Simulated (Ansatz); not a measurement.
# Ansatz run, HfCdC$_{2}$O$_{6}$

input.yaml (Ansatz 0.2.0)

```yaml
crystal:
  lattice:
    - [2.416264, 4.185088, 0.0]
    - [-2.416264, 4.185088, 0.0]
    - [0.0, -2.790059, 5.274273]
  atoms:
    - { symbol: Cd, position: [0.0, 0.0, 0.0] }
    - { symbol: Hf, position: [0.5, 0.5, 0.5] }
    - { symbol: C, position: [0.2435, 0.2435, 0.7305] }
    - { symbol: C, position: [0.7565, 0.7565, 0.2695] }
    - { symbol: O, position: [0.7618, 0.7662, 0.8367] }
    - { symbol: O, position: [0.3087, 0.7618, 0.8367] }
    - { symbol: O, position: [0.7662, 0.3087, 0.8367] }
    - { symbol: O, position: [0.2382, 0.2338, 0.1633] }
    - { symbol: O, position: [0.6913, 0.2382, 0.1633] }
    - { symbol: O, position: [0.2338, 0.6913, 0.1633] }
  symmetry: { tolerance: 0.0003 }
kpoints:
  mp_grid: { grid: [3, 3, 3], shift: [0, 0, 0] }
magnetization:
  spin_polarized: false
scf:
  occupations: { method: fermi_dirac, width: 0.0256 }
hamiltonian:
  pseudopotentials: { kind: paw }
  xc: pbe0
basis:
  ecutwfc: 420
  fft_grid_basis: typed
output:
  forces: true
  stress: true
  eigenvalues: true
  bader: true
  populations: true
  elf: true
  write_potential: true
  volumetric_format: npy
  dos:
    e_range: [-12, 8]
    de: 0.05
    projected: { site_lists: { C: [C], Cd: [Cd], Hf: [Hf], O: [O] } }
```

Output (shortened):

```
Warning: crystal.lattice misses the space group found at crystal.symmetry.tolerance 3.0e-4 in a digit that the deck types, which is why this is a warning: making the lattice exact moves one of its numbers by a whole unit of that number's last typed decimal, or more. The operation that it misses by the most changes a squared length by the fraction 1.66e-6.
Warning: output.stress: scf.convergence.dr2_threshold = 1e-7 eV (the SCF's general default) is looser than the 1e-9 eV advised for a printed stress (1e-10 eV for each atom of the cell: 10).
Warning: output.stress: scf.exx.energy_threshold = 1e-6 eV is looser than the 1e-7 eV advised for a stress under a hybrid functional (1e-8 eV for each atom of the cell: 10). Every SCF of the exchange loop can meet its threshold on dr2 while the loop round them stops early: no threshold on dr2 bounds what that leaves in the stress. Set scf.exx.energy_threshold to 1e-7 eV or tighter.
Pseudopotentials: kind: paw
Pseudopotential: Cd, paw, valence charge 20, recommended cutoff 420 eV (normal), Cd.paw.azcp
Pseudopotential: Hf, paw, valence charge 26, recommended cutoff 420 eV (normal), Hf.paw.azcp
Pseudopotential: C, paw, valence charge 4, recommended cutoff 420 eV (normal), C.paw.azcp
Pseudopotential: O, paw, valence charge 6, recommended cutoff 420 eV (normal), O.paw.azcp
Functional definition: PBE0
  exchange = (1 - a)*pbe_x(kappa = kappa, mu = beta*pi^2/3) + a*exact_x
  correlation = pbe_c(beta = beta)
Crystal: 10 atoms, lattice volume = 106.670 Å³
Basis set: ecut = 420 eV, 2027 PW (Γ), exchange–correlation on 72×72×80 points (8 copies of the dense FFT grid, shifted against one another)
Bands: 55, of which v1, the nominal top of the filled ones, is band 45 counted from 1 (44 counted from 0)
Symmetry: 6 space group operations
Space group: R-3 (ITA 148), of the structure as read, at distance tolerance 1.4e-3 Å
k-points: 6 of 27
Initial density: superposition of atomic densities (neutral atoms: chi_scale 0, normalization atom), corrected by the library's trained network
Functional: x = pbe(κ = 0.804, μ = 0.2195), c = pbe(β = 0.0667), warm-up for x = 0.75 pbe(κ = 0.804, μ = 0.2195) + 0.25 exact, c = pbe(β = 0.0667)
SCF iter   1: F=—  Δρ=1.85e-2  dr2=2.66e-1
SCF iter   2: F=—  Δρ=1.30e-2  dr2=2.08e-1
SCF iter   3: F=—  Δρ=5.87e-3  dr2=1.92e-2
SCF iter   4: F=—  Δρ=2.43e-3  dr2=4.83e-3
SCF iter   5: F=—  Δρ=3.19e-4  dr2=1.82e-4
SCF iter   6: F=—  Δρ=1.25e-4  dr2=1.50e-5
SCF iter   7: F=—  Δρ=3.29e-5  dr2=1.20e-6
SCF iter   8: F=—  Δρ=9.28e-6  dr2=9.67e-8
SCF iter   9: F=—  Δρ=3.56e-6  dr2=1.36e-8
SCF iter  10: F=-27849.5007 eV  Δρ=6.00e-7  dr2=1.47e-10
…
SCF iter   6: F=—  Δρ=9.48e-6  dr2=2.89e-5
SCF iter   7: F=—  Δρ=1.40e-4  dr2=2.30e-5
SCF iter   8: F=—  Δρ=1.16e-4  dr2=9.76e-6
SCF iter   9: F=—  Δρ=4.02e-5  dr2=3.75e-6
SCF iter  10: F=-27845.1463 eV  Δρ=1.32e-5  dr2=4.07e-7
hybrid outer 3: dexx = +1.968e-3 eV, tail = 4.88e-6 eV, Δε = 2.11e-2 eV (about 1.24e-3 eV left of the loop's levels), ΔF = 3.26e-2 eV/Å (tail 6.26e-3)
SCF iter   1: F=—  Δρ=9.41e-6  dr2=5.83e-8
SCF iter   2: F=—  Δρ=5.17e-6  dr2=2.30e-8
SCF iter   3: F=-27845.1463 eV  Δρ=2.33e-6  dr2=2.18e-9
hybrid outer 4: dexx = +1.175e-7 eV, tail = 7.85e-9 eV, Δε = 7.72e-4 eV (about 1.92e-4 eV left of the loop's levels), ΔF = 1.13e-3 eV/Å (tail 8.17e-4)
Free energy (F): -27845.1463 eV
Frozen-core exchange: fock
Harris-Foulkes:  -27845.1463 eV  (|F-HF|=3.17e-10)
Internal energy: -27845.1412 eV  (E = F + TS)
E sigma→0 (E₀):  -27845.1438 eV
Entropy (-TS):   -0.0052 eV (-0.515 meV/atom)
Fermi energy:    10.7584 eV
--- Forces (eV/Å), atoms counted from 1 ---
  atom   1  Cd     0.0000     0.0000     0.0000
  atom   2  Hf     0.0000     0.0000     0.0000
  atom   3  C      0.0000     0.0000     1.4648
  atom   4  C      0.0000     0.0000    -1.4648
  atom   5  O     -0.1450    -4.0468    -5.9375
  atom   6  O      3.5771     1.8978    -5.9375
  atom   7  O     -3.4321     2.1490    -5.9375
  atom   8  O      0.1450     4.0468     5.9375
  atom   9  O     -3.5771    -1.8978     5.9375
  atom  10  O      3.4321    -2.1490     5.9375
--- Stress (GPa, compression-positive) ---
       45.1162       0.0000       0.0000
        0.0000      45.1162       0.0000
        0.0000       0.0000       5.0671
  P = ⅓ Tr σ = 31.7665 GPa (317.665 kbar)
--- Löwdin populations: 10 sites ---
  site symbol       q [e]
     0     Cd     17.5570
     1     Hf     24.5132
     2      C      3.8904
     3      C      3.8904
     4      O      6.6260
     5      O      6.6260
     6      O      6.6260
     7      O      6.6260
     8      O      6.6260
     9      O      6.6260
  spilling = 0.0044 (of n_electrons = 90.0000)
--- Bader charges: 10 sites ---
  site symbol  charge [e]  shift [e]
     0     Cd      2.1074     0.0384
     1     Hf      2.6424     0.0029
     2      C      0.2147     0.0000
     3      C      0.2147     0.0000
     4      O     -0.8632     0.0069
     5      O     -0.8632     0.0069
     6      O     -0.8632     0.0069
     7      O     -0.8632     0.0069
     8      O     -0.8632     0.0069
     9      O     -0.8632     0.0069
```

Origin: a known structure type with other elements, at an estimated volume, so it need not be a known compound. Caveats: the exchange threshold is loose for a stress; the SCF threshold is loose for a stress; hybrid functional on a coarse k mesh; atoms or cell far from equilibrium.
